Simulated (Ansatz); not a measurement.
Consider the following.

Zr:
Space group P6/mmm (No. 191); a = 4.971 Å, b = 4.971 Å, c = 3.112 Å, α = 90.00°, β = 90.00°, γ = 120.00°

```tsv
atom	site	symmetry	x	y	z
Zr	1a	6/mmm	0.0000	0.0000	0.0000
Zr	2d	-6m2	0.3333	0.6667	0.5000
```

This is the PBEsol-relaxed structure.

Problem. All from PBEsol in the plane-wave PAW code Ansatz, unless another level is named. Estimate the highest zone-centre frequency.

Solution. 147 cm⁻¹.

Problem. And the Poisson's ratio?

Solution. 0.31.

This is a known high-pressure phase of the composition, computed here at zero pressure and temperature. Symmetry was held in the PBEsol relaxation; of distortions, only those at the zone centre were tested. The run is not spin-polarised. As this level gives no gap, phonon frequencies hold no LO–TO term and depend on the k-mesh and smearing (Fermi–Dirac, 0.1 eV here). Axis ratios of metals converge slowly with the k-mesh, so a and c are less sure than the volume.

Potentials: the later of the program's two PAW sets.
